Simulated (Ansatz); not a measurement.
The start is a generated cell, TaRu built in the AFLOW prototype AB_oC8_65_j_g (as in VIr). The cell and all atomic positions are relaxed at zero pressure with PBEsol (plane waves to 420 eV, PAW, scalar-relativistic; Ansatz, a first-principles code). First-step values are on the input's coarse k-mesh.

Ansatz input (later rounds restart from its end on a renewed k-mesh):
Ansatz 0.2 input:
```yaml
crystal:
  lattice:
    - [3.1084605, -3.517126, 0]
    - [3.1084605, 3.517126, 0]
    - [0, 0, 2.9111558]
  atoms:
    - { symbol: Ru, position: [0.78, 0.22, 0.5] }
    - { symbol: Ru, position: [0.22, 0.78, 0.5] }
    - { symbol: Ta, position: [0.28, 0.28, 0] }
    - { symbol: Ta, position: [0.72, 0.72, 0] }
basis: { ecutwfc: 420, ecutrho_ratio: 4, xc_grid: 2, fft_grid_basis: typed }
kpoints: { mp_grid: { grid: [7, 7, 11] } }
hamiltonian:
  xc: pbesol
  dispersion: none
  pseudopotentials: { kind: paw }
scf: { occupations: { method: fermi_dirac, width: 0.05 } }
relax: { f_tol: 0.01, max_steps: 100, cell: { stress_tol: 0.02 } }
output: { forces: true, stress: true }
```

```yaml
initial_pressure: "-6.8 GPa (negative: the cell is under tension)"
largest_initial_force: 1.45 eV/Å, on Ta3, Ta4 (atoms numbered as listed)
outcome: The space group stays Cmmm (No. 65) (the run could not lower it); the end is AFLOW prototype AB_oC8_65_j_g (as in VIr), with 4 atoms in the primitive cell
energy_released: 0.08 eV/atom
band_gap_at_the_end: zero (metallic)
optimiser_moves: 9
```

It ends as:

Space group Cmmm (No. 65); a = 6.1011 Å, b = 6.7396 Å, c = 3.0128 Å, α = β = γ = 90.00°

```
atom  site  symmetry       x       y       z
----  ----  --------  ------  ------  ------
Ru      4j       m2m  0.5000  0.2707  0.5000
Ta      4g       2mm  0.2637  0.0000  0.0000
```
(The calculation used a cell of 4 atoms; values per cell refer to that cell.)

Final values are on a 10×10×15 k-mesh of the relaxed cell. No spin polarisation in the result.

The run could not lose the symmetry of its start.

The first start was generated by placing the elements on the sites of a structure type. Materials Project lists a structure of TaRu in the same space group, Cmmm (No. 65); the sites were not compared with it, nor with measured phases.
